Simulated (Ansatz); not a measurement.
HfN (rock salt)

```cif
data_Hf4N4
_chemical_formula_sum 'N4 Hf4'
_space_group_name_H-M_alt 'Fm-3m'
_space_group_IT_number 225
_space_group_name_Hall '-F 4 2 3'
_cell_length_a 4.52548
_cell_length_b 4.52548
_cell_length_c 4.52548
_cell_angle_alpha 90.000
_cell_angle_beta 90.000
_cell_angle_gamma 90.000
loop_
_atom_site_label
_atom_site_type_symbol
_atom_site_symmetry_multiplicity
_atom_site_Wyckoff_symbol
_atom_site_fract_x
_atom_site_fract_y
_atom_site_fract_z
_atom_site_occupancy
N1 N 4 a 0.00000 0.00000 0.00000 1
Hf1 Hf 4 b 0.50000 0.50000 0.50000 1
```
(The calculation used a cell of 2 atoms; values per cell refer to that cell.)

The relaxed cell is deformed in two ways at once: its volume V is scaled, and at that volume it is stretched along z (the c axis of the conventional cell) so that c/a changes. Fractional atomic positions are held.

The numbers are results of r2SCAN (plane waves to 500 eV, PAW, scalar-relativistic; Ansatz, an electronic-structure program), not measurements. k mesh 18×18×18 (Γ-centred), Fermi-Dirac smearing 0.05 eV. Stress and pressure are positive under compression. With partly filled bands, the response to shear is sensitive to the k mesh, so small differences along c/a are uncertain. HfN is run without spin polarisation. HfN was relaxed with its symmetry unable to fall. Spin-orbit coupling is left out, though Hf is heavy. The last digit holds for this mesh only.

Changes of σxx (GPa) from the point V/V₀ = 1.000, (c/a)/(c/a)₀ = 1.000 when one coordinate moves alone (two changes are said to add if the coupling is within 5 % of the smaller one, nearly so within 20 %):

```tsv
point	change
V/V₀ = 1.000, (c/a)/(c/a)₀ = 0.960	-5.94
V/V₀ = 1.000, (c/a)/(c/a)₀ = 0.973	-3.99
V/V₀ = 1.000, (c/a)/(c/a)₀ = 0.987	-2.04
V/V₀ = 0.960, (c/a)/(c/a)₀ = 1.000	12.54
V/V₀ = 0.973, (c/a)/(c/a)₀ = 1.000	8.07
V/V₀ = 0.987, (c/a)/(c/a)₀ = 1.000	3.89
V/V₀ = 1.013, (c/a)/(c/a)₀ = 1.000	-3.63
V/V₀ = 1.027, (c/a)/(c/a)₀ = 1.000	-7.02
V/V₀ = 1.040, (c/a)/(c/a)₀ = 1.000	-10.18
V/V₀ = 1.000, (c/a)/(c/a)₀ = 1.013	2.17
V/V₀ = 1.000, (c/a)/(c/a)₀ = 1.027	4.48
V/V₀ = 1.000, (c/a)/(c/a)₀ = 1.040	6.97
```

### Question
Do the two effects add at V/V₀ = 0.960, (c/a)/(c/a)₀ = 0.973? Give the computed change.

### Answer
The sum of the single changes is 12.54 + (-3.99) = 8.55; the calculation gives 7.66, so the coupling contributes -0.89 (over 20 % of the smaller single change, not additive).

### Question
What is the change at V/V₀ = 1.040, (c/a)/(c/a)₀ = 0.960, where both move, and how far is it from the sum?

### Answer
The sum of the single changes is -10.18 + (-5.94) = -16.12; the calculation gives -14.98, so the coupling contributes 1.14 (under 20 % of the smaller single change, nearly additive).

### Question
What is the change at V/V₀ = 0.987, (c/a)/(c/a)₀ = 1.027, where both move, and how far is it from the sum?

### Answer
The sum of the single changes is 3.89 + (4.48) = 8.37; the calculation gives 8.67, so the coupling contributes 0.30 (under 20 % of the smaller single change, nearly additive).

(A scan under strain: stresses follow from slopes of the energy per volume, elastic moduli from its curvatures.)
